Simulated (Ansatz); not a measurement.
Na3Bi in space group P6_3/mmc (No. 194; Na on 4f, Na on 2b, Bi on 2c) at seven volumes, DFT-PBEsol in the program Ansatz with PAW potentials, shape and atoms relaxed at each. One row is withheld.

```csv
V (Å³/atom),P (GPa)
27.811,?
28.728,1.28
29.645,0.59
30.562,0.00
31.478,-0.51
32.395,-0.94
33.312,-1.32
```

Problem. Fit the shown pressures and predict the withheld one.

Solution. Third-order Birch–Murnaghan: P = (3/2)B₀(x^(7/2) − x^(5/2))[1 + (3/4)(B′ − 4)(x − 1)] with x = (V₀/V)^(2/3). Least squares on the six rows gives V₀ = 30.561 Å³/atom, B₀ = 18.23 GPa, B′ = 4.08. At V = 27.811, x = 1.0649 and P = 2.08 GPa. The run itself gave 2.09 GPa.

The workflow started from a Materials Project entry (that database holds measured and hypothetical structures alike); the Crystallography Open Database files this formula in space group No. 194, but the cells were not matched. Its standing as an ambient phase is unchecked. The PBEsol relaxation kept the symmetry of its start; its stability against distortions is not shown here. Scalar-relativistic: spin–orbit coupling is off unless named, which matters more the heavier the elements.

Potentials: the later of the program's two PAW sets.
